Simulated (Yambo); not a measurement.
Input:

```
CELL_PARAMETERS angstrom
      3.88467     0.00000    -0.05330
      0.00000     3.88084     0.00000
     -0.61894     0.00000     5.43338
ATOMIC_POSITIONS crystal
  Cl 0.70945 0.75000 0.26398
  Cl 0.29055 0.25000 0.73602
  Ag 0.19001 0.25000 0.21897
  Ag 0.80999 0.75000 0.78103
```

Workflow: norm-conserving PBEsol (Quantum ESPRESSO, 82 Ry, no spin-orbit coupling), then G0W0 in Yambo (4×4×2 Γ-centred k mesh, bands 9 to 136 and a 7 Ry block in the screening, 136 bands in G with the Bruneval-Gonze terminator, plasmon pole fitted at 27.2 eV).

Question: Give the PBEsol and G0W0 gaps between the band edges found on this mesh, and say where the edges lie.

Answer: Edges: (-0.5, 0, -0.5) → Γ. PBEsol: 0.68 eV; G0W0: 2.17 eV. Convergence of the G0W0 settings was not tested. Spin-orbit splittings are left out.

Geometry strained from the cell relaxed with PBEsol, atoms relaxed again.

This is not the ordinary phase of the substance; no match was found in the copy of COD used, and its stability was not checked.
